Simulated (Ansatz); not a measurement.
The start is a relaxed Sr2H3I cell, doubled along one cell vector, shaken by Gaussian noise of σ = 0.08 Å a coordinate. A full variable-cell relaxation at zero pressure is run with r2SCAN (plane waves to 500 eV, PAW, scalar-relativistic; Ansatz, an electronic-structure program). First-step values are on the input's coarse k-mesh.

Ansatz input (later rounds restart from its end on a renewed k-mesh):
Ansatz 0.2 input:
```yaml
crystal:
  lattice:
    - [4.2365491703, 0, 0]
    - [-4.2365491704, 7.3379184117, 0]
    - [0, 0, 7.6723579874]
  atoms:
    - { symbol: Sr, position: [0.6697319201, 0.1596562054, 0.6724171998] }
    - { symbol: Sr, position: [0.6564161984, 0.6862759457, 0.6882579634] }
    - { symbol: Sr, position: [0.3225820741, 0.3239386977, 0.3236063176] }
    - { symbol: Sr, position: [0.3093112843, 0.8329815202, 0.3099218086] }
    - { symbol: H, position: [-0.0090597676, 0.0095171277, 0.501957299] }
    - { symbol: H, position: [-0.0041765464, 0.4887062134, 0.4928715126] }
    - { symbol: H, position: [0.6473558381, 0.1633806501, 0.3417161562] }
    - { symbol: H, position: [0.6731825521, 0.6746227434, 0.3575647948] }
    - { symbol: H, position: [0.3229734598, 0.3263357372, 0.6625713231] }
    - { symbol: H, position: [0.3701616227, 0.8373693547, 0.644320716] }
    - { symbol: I, position: [-0.0167107345, -0.0154464592, -0.0081090895] }
    - { symbol: I, position: [-0.0051815442, 0.4988018072, 0.0186692653] }
basis: { ecutwfc: 500, ecutrho_ratio: 4, xc_grid: 4, fft_grid_basis: typed }
kpoints: { mp_grid: { grid: [6, 3, 3] } }
hamiltonian:
  xc: r2scan
  dispersion: none
  pseudopotentials: { kind: paw }
scf: { occupations: { method: fermi_dirac, width: 0.05 } }
relax: { f_tol: 0.01, max_steps: 100, cell: { stress_tol: 0.02 } }
output: { forces: true, stress: true }
```

| Quantity | Result |
|---|---|
| Relative to the parent | It returns to the parent structure, P-3m1 (No. 164) |
| Band gap at the end | 2.72 eV, indirect (valence top at A, conduction bottom at k = (0.1111, 0.2222, -0.4)) (no spin-orbit coupling) |
| Optimiser moves | 5 |

It ends as:

```cif
data_H3ISr2
_chemical_formula_sum 'Sr2 H3 I1'
_space_group_name_H-M_alt 'P-3m1'
_space_group_IT_number 164
_space_group_name_Hall '-P 3 2"'
_cell_length_a 4.23688
_cell_length_b 4.23688
_cell_length_c 7.67191
_cell_angle_alpha 90.000
_cell_angle_beta 90.000
_cell_angle_gamma 120.000
loop_
_atom_site_label
_atom_site_type_symbol
_atom_site_symmetry_multiplicity
_atom_site_Wyckoff_symbol
_atom_site_fract_x
_atom_site_fract_y
_atom_site_fract_z
_atom_site_occupancy
Sr1 Sr 2 d 0.33333 0.66667 0.17852 1
H1 H 1 a 0.00000 0.00000 0.00000 1
H2 H 2 d 0.66667 0.33333 0.14323 1
I1 I 1 b 0.00000 0.00000 0.50000 1
```

Final values are on a 9×9×5 k-mesh of the relaxed cell. No spin polarisation in the result. Without spin-orbit coupling the bands of the heavy element are not split, so the gap can be far off.

The cell that was disturbed is our relaxation of an entry of Materials Project.
